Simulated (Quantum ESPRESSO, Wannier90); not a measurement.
## ZrSe$_{2}$ (CdI2 type): Wannier90 run

```
CELL_PARAMETERS angstrom
      3.81115     0.00000     0.00000
     -1.90558     3.30055     0.00000
      0.00000     0.00000     6.39991
ATOMIC_POSITIONS crystal
  Zr 0.00000 0.00000 0.00000
  Se 0.66667 0.33333 0.75588
  Se 0.33333 0.66667 0.24412
```

Cell from Materials Project (mp-2076), symmetrised, no further relaxation. COD (Crystallography Open Database) has an entry of this formula and space group (matched by these alone). Method: PBE plane waves in Quantum ESPRESSO 7.5 (PseudoDojo norm-conserving files, 69 Ry, no spin polarisation, no spin-orbit coupling), Bloch states on a 12×12×6 mesh through Γ, Wannier90 4.0.1. Density: 12×12×6 mesh, Gaussian smearing 0.01 Ry. The cell is built of weakly bound layers, chains or molecules, whose nearest atoms lie 3.95 Å apart. Database cells relaxed without dispersion often hold them too far apart, which can enlarge gaps and weakens couplings between them; spacing and stacking were not compared with the measured crystal. Spin-orbit coupling, left out, would split the p-like bands by a few tenths of an eV.

Base run: 11 functions from bands 17-37 of the 37 computed, start hydrogen-like Zr: d; Se: p, centres 0.05 Å off the atoms, frozen window up to 1.95 eV relative to the valence-band maximum, outer window open. One thing is changed at a time; window edges are relative to the valence-band maximum. The misfit compares interpolated bands with pw.x on a high-symmetry path, for states up to 1.4 eV relative to the valence-band maximum. Converged means that the tolerances were met: symmetric starts can stop on a saddle, which shows as a larger Ω_OD at equal Ω_I and can move the misfit too.

```tsv
setting	functions	frozen to (eV)	Ω_I (Å²)	Ω_D (Å²)	Ω_OD (Å²)	rms misfit (meV)	worst (meV)	ended
base	11	1.95	19.88	0.01	0.71	0.3	2.8	converged
```

Question: Starting from this base row, predict which settings stop with an error, and how Ω_I and the misfit move in the others: frozen window to -1.05 eV; frozen window to 2.95 eV; frozen window to 3.95 eV; no frozen window; outer window to 4.44 eV.

Answer: 
```json
[
 {"setting": "frozen window to -1.05 eV", "functions": "11", "frozen to (eV)": "-1.05", "Ω_I (Å²)": "18.95", "Ω_D (Å²)": "0.00", "Ω_OD (Å²)": "0.45", "rms misfit (meV)": "89", "worst (meV)": "374", "ended": "converged"},
 {"setting": "frozen window to 2.95 eV", "functions": "11", "frozen to (eV)": "2.95", "Ω_I (Å²)": "20.57", "Ω_D (Å²)": "0.01", "Ω_OD (Å²)": "0.80", "rms misfit (meV)": "0.1", "worst (meV)": "0.6", "ended": "converged"},
 {"setting": "frozen window to 3.95 eV", "functions": "11", "frozen to (eV)": "3.95", "Ω_I (Å²)": "22.44", "Ω_D (Å²)": "0.01", "Ω_OD (Å²)": "0.92", "rms misfit (meV)": "0.3", "worst (meV)": "2.1", "ended": "converged"},
 {"setting": "no frozen window", "functions": "11", "frozen to (eV)": "none", "Ω_I (Å²)": "16.29", "Ω_D (Å²)": "0.00", "Ω_OD (Å²)": "0.18", "rms misfit (meV)": "638", "worst (meV)": "1591", "ended": "converged"},
 {"setting": "outer window to 4.44 eV", "functions": "11", "frozen to (eV)": "1.95", "Ω_I (Å²)": "–", "Ω_D (Å²)": "–", "Ω_OD (Å²)": "–", "rms misfit (meV)": "–", "worst (meV)": "–", "ended": "stops: too few bands in the window"}
]
```

Runs of this sweep that didn't settle are not listed.
